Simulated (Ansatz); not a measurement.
Theory: Ansatz 0.2.0, DFT PBE, scalar-relativistic, plane waves, PAW. All cells share a 420 eV cutoff and Γ-centred k meshes spaced at most about 0.3 Å⁻¹ (about 0.25 or finer for metals, 2π included). No spin polarisation in the final relaxations.

These are static total energies at zero pressure. All come from trial cells, and lower structures may exist.

Question: These unrelaxed guesses for Sc4SiN are each relaxed within their symmetry. Order them by the energy at which they end, lowest first.
A.

```
CELL_PARAMETERS angstrom
3.09114 0.00000 0.00000
0.00000 3.09114 0.00000
0.00000 0.00000 10.81093
ATOMIC_POSITIONS crystal
Sc 0.50000 0.50000 0.17034
Sc 0.00000 0.00000 0.65261
Sc 0.00000 0.00000 0.34739
Sc 0.50000 0.50000 0.82966
Si 0.50000 0.50000 0.50000
N 0.00000 0.00000 0.00000
```

B.

```
CELL_PARAMETERS angstrom
2.58730 -4.40698 0.00000
2.58730 4.40698 0.00000
0.00000 0.00000 4.23011
ATOMIC_POSITIONS crystal
Sc 0.69066 0.30934 0.00000
Sc 0.30934 0.69066 0.00000
Sc 0.50000 0.00000 0.50000
Sc 0.00000 0.50000 0.50000
Si 0.50000 0.50000 0.50000
N 0.00000 0.00000 0.00000
```

C.

```
CELL_PARAMETERS angstrom
0.00000 3.71107 3.71107
3.71107 0.00000 3.71107
3.71107 3.71107 0.00000
ATOMIC_POSITIONS crystal
Sc 0.61900 0.12700 0.12700
Sc 0.12700 0.12700 0.12700
Sc 0.12700 0.61900 0.12700
Sc 0.12700 0.12700 0.61900
Si 0.50000 0.50000 0.50000
N 0.00000 0.00000 0.00000
```

Answer: A (ends in P4/mmm, 0 meV/atom), B (ends in Cmmm, 0.49 eV/atom), C (ends in F-43m, 0.72 eV/atom).

Cells relaxed within their symmetry can be saddle points. Some candidate types were left out of the draw beforehand, so a known form may be missing.
